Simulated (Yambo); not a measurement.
Yambo input for CsBr (CsCl type, space group Pm-3m, No. 221) under isotropic strain of -1.5 % on all lattice vectors (a = 4.176 Å, b = 4.176 Å, c = 4.176 Å, α = 90.00°, β = 90.00°, γ = 90.00°), on PBEsol (pw.x of Quantum ESPRESSO, ONCV potentials, scalar-relativistic) wavefunctions on a 10×10×10 mesh:

```
optics
chi
dipoles
kernel
FFTGvecs= 40 Ry
Chimod= "HARTREE"
NGsBlkXd= 4 Ry
% QpntsRXd
 1 | 1 |
%
% BndsRnXd
 1 | 52 |
%
GrFnTpXd= "R"
% EnRngeXd
 0.0 | 20.0 | eV
%
% DmRngeXd
 0.2 | 0.2 | eV
%
CGrdSpXd= 50
ETStpsXd= 161
% LongDrXd
 1.0 | 0.0 | 0.0 |
%
% XfnQP_E
 2.307 | 1.0 | 1.0 |
%
```

First lines of the file o-*.eps_q1_inv_rpa_dyson:

```
Absorption @ Q(1):   1.00000000     0.00000000     0.00000000    [q->0 direction]
#
# [ X ] Hartree size     :   93
# [GEN] GF Energies     : Perdew, Burke & Ernzerhof SOL(X)+Perdew, Burke & Ernzerhof SOL(C)+ user defined corrections @E
# [GEN] Green`s Function     : Retarded
#
# [GEN] Gauge     : Length
# [GEN] [r,Vnl] included     : yes
#
#    E[1] [eV]     Im(eps)     Re(eps)     Im(eps_o)     Re(eps_o)
#
     0.000000     0.18005E-09     2.683645     -0.13077E-17     3.100507
     0.125000     0.655963E-3     2.683850     0.864092E-3     3.100776
     0.250000     0.001313     2.684464     0.001730     3.101585
     0.375000     0.001973     2.685489     0.002599     3.102936
     0.500000     0.002637     2.686927     0.003473     3.104830
     0.625000     0.003305     2.688780     0.004355     3.107271
     0.750000     0.003981     2.691053     0.005244     3.110265
     0.875000     0.004664     2.693749     0.006145     3.113818
     1.000000     0.005356     2.696875     0.007057     3.117936
     1.125000     0.006059     2.700435     0.007984     3.122627
     1.250000     0.006774     2.704438     0.008928     3.127902
     1.375000     0.007504     2.708891     0.009890     3.133771
     1.500000     0.008249     2.713804     0.010873     3.140246
     1.625000     0.009011     2.719187     0.011879     3.147342
     1.750000     0.009793     2.725051     0.012911     3.155073
     1.875000     0.010596     2.731409     0.013972     3.163456
     2.000000     0.011422     2.738275     0.015064     3.172511
     2.125000     0.012274     2.745665     0.016191     3.182256
     2.250000     0.013155     2.753594     0.017355     3.192716
     2.375000     0.014067     2.762082     0.018562     3.203915
     2.500000     0.015013     2.771149     0.019814     3.215879
     2.625000     0.015996     2.780816     0.021116     3.228639
     2.750000     0.017021     2.791109     0.022473     3.242226
     2.875000     0.018090     2.802053     0.023890     3.256678
     3.000000     0.019208     2.813679     0.025373     3.272032
     3.125000     0.020379     2.826017     0.026928     3.288331
     3.250000     0.021610     2.839102     0.028562     3.305623
     3.375000     0.022906     2.852974     0.030284     3.323958
     3.500000     0.024274     2.867674     0.032102     3.343395
     3.625000     0.025720     2.883248     0.034025     3.363994
     3.750000     0.027254     2.899748     0.036067     3.385825
     3.875000     0.028884     2.917232     0.038238     3.408965
     4.000000     0.030621     2.935761     0.040554     3.433498
```
(The file goes on to the top of the energy range.) Convergence of the RPA response with its 10×10×10 mesh was not tested. The scissor comes from a G0W0 run whose convergence isn't established.

Spin-orbit coupling is not included.

Geometry strained from the cell relaxed with PBEsol, atoms relaxed again.
